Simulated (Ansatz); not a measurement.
Ti₅Si₃ in space group P6_3/mcm (No. 193; Ti on 4d, Ti on 6g, Si on 6g) at seven volumes, r²SCAN in the plane-wave PAW code Ansatz, shape and atoms relaxed at each. One row is withheld.

```csv
V (Å³/atom),P (GPa)
13.952,16.81
14.412,10.33
14.872,4.77
15.332,0.00
15.792,?
16.252,-7.57
16.712,-10.55
```

Problem. Fit the shown pressures and predict the withheld one.

Solution. P = (3/2)B₀(x^(7/2) − x^(5/2))[1 + (3/4)(B′ − 4)(x − 1)] with x = (V₀/V)^(2/3). Least squares on the six rows gives V₀ = 15.333 Å³/atom, B₀ = 146 GPa, B′ = 4.14. At V = 15.792, x = 0.9805 and P = -4.05 GPa. The run itself gave -4.09 GPa.

The workflow started from a Materials Project entry (that database holds measured and hypothetical structures alike); the Crystallography Open Database files this formula in space group No. 193, but the cells were not matched. Whether it is the stable phase at ambient conditions was not checked. The cell was relaxed with r²SCAN under the symmetry of its start; whether a distortion lowers the energy is not shown. No spin polarisation was allowed.

Potentials: the later of the program's two PAW sets.
